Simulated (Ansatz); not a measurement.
The start is a randomly generated symmetric cell of VSi2 (space group No. 141). The cell and all atomic positions are relaxed at zero pressure with PBEsol (plane waves to 420 eV, PAW, scalar-relativistic; Ansatz, a program for electronic structure). The first steps use a coarse 7×7×7 k-mesh.

Input geometry:
```
CELL_PARAMETERS angstrom
     -2.46713     2.46713     3.84909
      2.46713    -2.46713     3.84909
      2.46713     2.46713    -3.84909
ATOMIC_POSITIONS crystal
  Si 0.87500 0.62500 0.25000
  Si 0.37500 0.62500 0.75000
  Si 0.37500 0.62500 0.25000
  Si 0.37500 0.12500 0.75000
  V  0.75000 0.25000 0.50000
  V  0.00000 0.00000 0.00000
```
Spin-polarised start, with parallel moments on V.

Question: How much energy is released per atom?

Answer: 0.26 eV/atom.

Question: How do the shortest distances between atoms change?

Answer: The closest pairs of elements (up to four, under 3.6 Å), start → end: Si–Si 2.47 → 2.29 Å; Si–V 2.92 → 2.71 Å; V–V 3.13 → 2.91 Å.

Question: What band gap does the relaxed structure have at this level?

Answer: No gap (metallic).

Question: What magnetic moments remain?

Answer: Zero (the starting moments vanished).

The space group stays I4₁/amd (No. 141) (the run could not lower it), with 6 atoms in the primitive cell. Final values are on a 14×14×14 k-mesh of the relaxed cell. No spin polarisation in the result: the starting moments vanished.

The run could not lose the symmetry of its start, so the end can be a saddle point.

All atoms sit on sites fixed by symmetry, so only the cell could relax.

The relaxed structure here is a generated cell of VSi2: the first start was made by a random draw of sites in a space group, and the end was not matched to a known phase here, so it may be hypothetical.
